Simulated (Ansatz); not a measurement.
**The bulk modulus of SiNi from a series of volumes**

Reference cell: a refined structure from the COD, its atoms then relaxed with PBE in this cell.

```cif
data_SiNi
_symmetry_space_group_name_H-M 'Pnma'
_symmetry_Int_Tables_number 62
_cell_length_a 5.1731
_cell_length_b 3.3381
_cell_length_c 5.6049
_cell_angle_alpha 90.000
_cell_angle_beta 90.000
_cell_angle_gamma 90.000
loop_
_atom_site_label
_atom_site_type_symbol
_atom_site_symmetry_multiplicity
_atom_site_Wyckoff_symbol
_atom_site_fract_x
_atom_site_fract_y
_atom_site_fract_z
Si Si 4 c 0.3213 0.7500 0.0826
Ni Ni 4 c 0.0080 0.2500 0.1876
```

One atom of each set is listed.

Method: Kohn–Sham DFT in Ansatz, PBE, plane waves and PAW, scalar-relativistic, collinear spin, 420 eV cutoff, Γ-centred 9×14×9 k-points, Fermi–Dirac smearing 0.05 eV. Start moments as typed (μB): 1.5 on each Ni, none on the rest.

The cell is scaled uniformly, and the ions relax again at each size.

| V/V₀ | pressure (GPa) |
| --- | --- |
| 0.94 | 14.3 |
| 0.96 | 9.7 |
| 0.98 | 5.5 |
| 1.00 | ? |
| 1.02 | -1.5 |

(1) Estimate the row at V/V₀ = 1.00 and the bulk modulus.

## Answers

(1) pressure (GPa): 1.8. Worked: a parabola in ln(V/V₀) through the other 4 rows gives 1.8 GPa there. It crosses zero pressure at V/V₀ = 1.010, the equilibrium volume of this functional, where the bulk modulus is B = −dP/d ln V = 167 GPa. The shape of the cell is held, so in this non-cubic crystal both values are those of uniform scaling, and B is an upper bound to the hydrostatic one.

The start moments die out, and the run ends without spin.
